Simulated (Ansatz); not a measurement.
One crystal and one scan (scan of one atom of the cell) at two levels, PBE (plane waves to 420 eV, PAW, scalar-relativistic; Ansatz, a quantum-chemistry and plane-wave program) and r2SCAN (plane waves to 500 eV, PAW, scalar-relativistic; Ansatz), each from its own relaxed cell and on its own mesh. The cell shown is that of PBE.

Relaxed BAs (zinc blende):

```yaml
crystal:
  lattice:
    - [0.00000, 2.40467, 2.40467]
    - [2.40467, 0.00000, 2.40467]
    - [2.40467, 2.40467, 0.00000]
  atoms:
    - { symbol: As, position: [0.75000, 0.75000, 0.75000] }
    - { symbol: B, position: [0.00000, 0.00000, 0.00000] }
```

In each cell atom 2 (B, nearest neighbour As at 2.083 Å; its periodic images, 3.4 Å or more away, move with it) moves by s·(1.000, 0.000, 0.000) (along Cartesian x), the rest being held.

E stands for the smeared free energy. BAs was relaxed with its symmetry unable to fall. As the smearing reaches across the gap at some points, energies and forces of such displacements shift with the k mesh and the smearing. Both scans cover s from -0.620 to 0.620 Å.

ΔE (meV/cell), each from the undisplaced structure of its own level:

| s (Å) | PBE | r2SCAN |
|---|---|---|
| -0.620 | 2331 | withheld |
| -0.496 | 1649 | 1754 |
| -0.372 | 999 | 1061 |
| -0.248 | 469 | 497 |
| -0.124 | 121 | 129 |
| 0.000 | 0 | 0 |
| 0.124 | 121 | 129 |
| 0.248 | 469 | 497 |
| 0.372 | 999 | 1061 |
| 0.496 | 1649 | 1754 |
| 0.620 | 2331 | withheld |

Estimate the r2SCAN value at 0.620 from the PBE value there and the ratio of the two levels in the two nearest given rows on that side of the minimum.

At 0.496 and 0.372 the ratio r2SCAN/PBE averages 1.063, which gives 1.063 × 2331 = 2478 meV/cell. The calculation gives 2481 meV/cell, +6.4 % against PBE.

(A displaced cell: forces are minus the slopes of the energy, force constants its curvatures, and phonons follow from these.)
